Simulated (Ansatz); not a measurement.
The elements of this relaxed trial crystal are hidden behind letters.

```
lattice vectors (Å)
   4.5947    0.0000    0.0000
  -2.2973    3.9791    0.0000
   0.0000    0.0000    4.1726
fractional positions
X 0.0000 0.0000 0.5000
Z 0.3333 0.6667 0.0000
Z 0.6667 0.3333 0.0000
Q 0.3333 0.6667 0.5000
Q 0.6667 0.3333 0.5000
Q 0.0000 0.0000 0.0000
```

Level of theory: DFT PBE, scalar-relativistic, plane waves, PAW (Ansatz 0.2.0). Plane waves to 420 eV, a 12×12×10 mesh through Γ for the 6-atom cell and 0.10 eV Gaussian smearing; no spin polarisation.

| Item | Value |
| --- | --- |
| Space group | P6/mmm (No. 191) |
| Conventional cell | a = 4.595 Å, c = 4.173 Å |
| Volume per atom | 12.71 Å³ |
| Density | 6.89 g/cm³ |
| Formation energy | −1.69 eV/atom |
| Gap on the 12×12×10 mesh of the 6-atom cell | 0 eV (a metal) |

Energies are uncorrected and count from the elements' standard states at the same level.

Q: X is a d-block element of period 6, Z is a d-block element of period 4 and Q is a p-block element of period 2. Which elements are they?

A: X = Hf, Z = Sc, Q = O, so the formula is HfSc2O3. Density times volume gives a mean mass of 6.89 × 12.71/1.6605 = 52.7 u per atom, and this set has 52.7 u. Hf has 2 O at 2.09 Å, 6 O at 2.65 Å and 12 Sc at 3.37 Å; Sc has 2 O at 2.09 Å, 3 O at 2.65 Å, 3 Sc at 2.65 Å, 6 Hf at 3.37 Å and 6 O at 3.37 Å; O on a site of symmetry -6m2 is surrounded by 2 Sc at 2.09 Å, 3 Hf at 2.65 Å and 3 O at 2.65 Å; 1 more site not described. Other sets within the hints have nearly the same mass, so mass alone doesn't settle it; this one was computed.

These runs have no spin–orbit coupling, which can matter for Hf. Symmetry constrained the relaxation, so the result can be a saddle point. Another cell of HfSc2O3 relaxed alike, in P6/mmm, lies 0.94 eV/atom lower, so this cell isn't the stable form at this level.
